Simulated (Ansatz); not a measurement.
# AlN: stationary points along a deformation path

All numbers below come from DFT LDA, scalar-relativistic, plane waves, PAW in Ansatz 0.2.0. Cutoff 420 eV, Γ-centred 9×9×6 k-points, Gaussian smearing of 0.05 eV. No spin polarisation. Energies are free energies at this smearing, counted from the undisturbed cell; pressure is positive in compression.

The starting cell (as given, not relaxed at this level; it stands at -4.3 GPa):

```
Al N
1.0
     3.11100    0.00000    0.00000
    -1.55550    2.69421    0.00000
     0.00000    0.00000    4.97800
Al N
2 2
Direct
  0.33333 0.66667 0.00000
  0.66667 0.33333 0.50000
  0.33333 0.66667 0.38500
  0.66667 0.33333 0.88500
```

At fixed volume and fractional coordinates, lengths along (0.000, 0.000, 1.000) are scaled against those across it; ρ is that ratio over its starting value. V = 10.431 Å³/atom. Δσ is the stress along the axis less the mean stress across it (compression positive).

```
    ρ  ΔE (meV/atom)  Δσ (GPa) space group
0.800          423.4     92.84       P6_3mc
0.850          216.6     64.75       P6_3mc
0.920           52.8     31.12       P6_3mc
0.960           11.1     14.15       P6_3mc
1.000            0.0     -1.49       P6_3mc
1.050           22.3    -19.40       P6_3mc
1.100           78.0    -35.75       P6_3mc
1.200          268.2    -64.58       P6_3mc
1.300          535.6    -88.96       P6_3mc
```

Question: How does the stress give the slope of the energy, and where is the energy stationary?

Answer: Along the path d ln(length) is 2/3 d ln ρ on the axis and −1/3 d ln ρ across it, so dE/d ln ρ = −(2/3) V Δσ: the energy falls with ρ where Δσ is positive. Δσ vanishes or changes sign between ρ = 0.960 and 1.000, a minimum (near 1.00 by linear interpolation). Pairs of stationary points between two samples would go unseen, and could change a minimum read from distant neighbours into a maximum.

Question: Integrate that slope from ρ = 1 to 0.850 by the trapezoid rule.

Answer: With V/N in Å³ and 1 eV/Å³ = 160.2 GPa the slopes at ρ = 1.000, 0.960, 0.920, 0.850 are 65, -614, -1351, -2810 meV/atom per unit of ln ρ. The steps add 11.2 + 41.8 + 164.6 = 217.7 meV/atom, against 216.6 from the energies; the trapezoid rule misses the curvature of the slope within each step.

Forces appear on the atoms along this scan, and letting them relax would lower the energy and soften the response.